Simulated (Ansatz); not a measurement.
Ge₂BN:
Space group R3m, hexagonal axes (No. 160); a = b = 3.333 Å, c = 16.410 Å, α = β = 90.00°, γ = 120.00°

| atom | site | symmetry | x | y | z |
|---|---|---|---|---|---|
| B | 3a | 3m | 0.0000 | 0.0000 | 0.9867 |
| N | 3a | 3m | 0.0000 | 0.0000 | 0.8902 |
| Ge | 3a | 3m | 0.0000 | 0.0000 | 0.5108 |
| Ge | 3a | 3m | 0.0000 | 0.0000 | 0.3623 |
(The calculation used a cell of 4 atoms; values per cell refer to that cell.)

Relaxed with r²SCAN+D4.

Tabulate the valence density and the electron localisation function along the shortest N–Ge contact (2.07 Å), DFT-r²SCAN+D4 in the program Ansatz with PAW potentials.



| distance from N (Å) | density (e/Å³) | ELF |
|---|---|---|
| 0.21 | 3.40 | 0.21 |
| 0.31 | 3.31 | 0.47 |
| 0.41 | 2.89 | 0.69 |
| 0.52 | 2.23 | 0.80 |
| 0.62 | 1.61 | 0.85 |
| 0.72 | 1.18 | 0.85 |
| 0.83 | 0.91 | 0.81 |
| 0.93 | 0.74 | 0.72 |
| 1.03 | 0.65 | 0.60 |
| 1.14 | 0.64 | 0.48 |
| 1.24 | 0.70 | 0.40 |
| 1.34 | 0.97 | 0.33 |
| 1.45 | 1.85 | 0.26 |
| 1.55 | 4.28 | 0.19 |
| 1.65 | 9.77 | 0.14 |
| 1.76 | 19.50 | 0.15 |
| 1.86 | 32.47 | 0.27 |

The density is the valence pseudo-density with augmentation charge, so density and ELF within about 1 Å of a nucleus are not all-electron values.

The start of the workflow was typed in or built on a structure type; neither database checked (COD, Materials Project) lists it. Its standing as an ambient phase is unchecked. Symmetry was held in the r²SCAN+D4 relaxation; its stability against distortions is not shown here. Its formation energy is positive at this level, so the cell may be metastable or incomplete.

Potentials: the earlier of the program's two PAW sets.
